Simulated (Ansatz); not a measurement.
TiSi:
```cif
data_Si4Ti4
_chemical_formula_sum 'Ti4 Si4'
_space_group_name_H-M_alt 'Pnma'
_space_group_IT_number 62
_space_group_name_Hall '-P 2ac 2n'
_cell_length_a 6.50379
_cell_length_b 3.63344
_cell_length_c 4.98938
_cell_angle_alpha 90.000
_cell_angle_beta 90.000
_cell_angle_gamma 90.000
loop_
_space_group_symop_operation_xyz
  'x, y, z'
  '-x, -y, -z'
  '-x+1/2, -y, z+1/2'
  'x+1/2, y, -z+1/2'
  'x+1/2, -y+1/2, -z+1/2'
  '-x+1/2, y+1/2, z+1/2'
  '-x, y+1/2, -z'
  'x, -y+1/2, z'
loop_
_atom_site_label
_atom_site_type_symbol
_atom_site_symmetry_multiplicity
_atom_site_Wyckoff_symbol
_atom_site_fract_x
_atom_site_fract_y
_atom_site_fract_z
_atom_site_occupancy
Ti1 Ti 4 c 0.17586 0.25000 0.12848 1
Si1 Si 4 c 0.04401 0.25000 0.64470 1
```

Relaxed with r²SCAN.

Q: Which orbitals make up the states near the Fermi level in the program Ansatz at the r²SCAN level (PAW)?

A: Within 0.5 eV of the Fermi level: Ti 3d 84 %, Si 3p 9 %, outside the projected shells 5 %. Projections are on Löwdin-orthogonalised atomic valence shells; empty p or d shells of many metals are not among them.

Q: Tabulate the density of states.

A: States/eV per cell of 8 atoms, in 0.25 eV bins, energy from the Fermi level.

```
E (eV)  total  Ti 3d  Si 3p  Si 3s
------  -----  -----  -----  -----
-7.85    1.47   0.20   0.40   0.65
-7.60    2.43   0.32   0.66   1.03
-7.35    2.95   0.43   0.78   1.27
-7.10    2.23   0.44   0.56   0.97
-6.85    1.51   0.32   0.41   0.61
-6.60    1.23   0.23   0.40   0.42
-6.35    0.00   0.00   0.00   0.00
-6.10    0.03   0.01   0.02   0.00
-5.85    0.98   0.12   0.60   0.05
-5.60    2.43   0.35   1.46   0.15
-5.35    3.18   0.53   1.86   0.28
-5.10    2.81   0.49   1.69   0.23
-4.85    2.85   0.53   1.77   0.19
-4.60    2.64   0.52   1.63   0.18
-4.35    3.12   0.67   1.94   0.20
-4.10    3.76   0.86   2.36   0.20
-3.85    4.11   0.99   2.64   0.19
-3.60    4.45   1.20   2.82   0.15
-3.35    5.00   1.48   3.05   0.18
-3.10    5.31   1.71   3.11   0.21
-2.85    5.64   2.00   3.15   0.23
-2.60    3.89   1.68   1.91   0.12
-2.35    4.84   2.42   2.11   0.08
-2.10    4.27   2.45   1.53   0.06
-1.85    4.83   3.14   1.28   0.06
-1.60    6.01   4.29   1.23   0.06
-1.35    5.38   4.05   0.94   0.05
-1.10    4.84   3.79   0.71   0.04
-0.85    4.87   3.94   0.61   0.04
-0.60    4.80   3.96   0.50   0.03
-0.35    4.15   3.42   0.44   0.02
-0.10    1.91   1.60   0.18   0.01
0.15     2.47   2.10   0.20   0.01
0.40     4.52   3.80   0.36   0.05
0.65     4.98   4.28   0.35   0.03
0.90     5.52   4.77   0.40   0.04
1.15     6.26   5.45   0.45   0.05
1.40     9.50   8.25   0.67   0.14
1.65     8.76   7.90   0.44   0.07
1.90    10.41   9.68   0.39   0.05
2.15    11.56  10.82   0.39   0.09
2.40     3.31   2.79   0.24   0.17
2.65     3.41   2.67   0.42   0.19
2.90    10.00   7.77   1.35   0.39
3.15     8.43   5.97   1.32   0.64
3.40     5.80   3.49   1.05   0.49
3.65     3.88   1.98   0.74   0.54
3.90     8.48   4.12   1.50   1.42
```

The first step of the workflow began from a Materials Project structure, measured or hypothetical; the Crystallography Open Database copy checked does not list it. COD files the formula under space group No. 25, so this cell is another polymorph or a model. Whether it is the stable phase at ambient conditions was not checked. Symmetry was held in the r²SCAN relaxation; whether a distortion lowers the energy is not shown. No spin polarisation was allowed.

Potentials: the later of the program's two PAW sets.
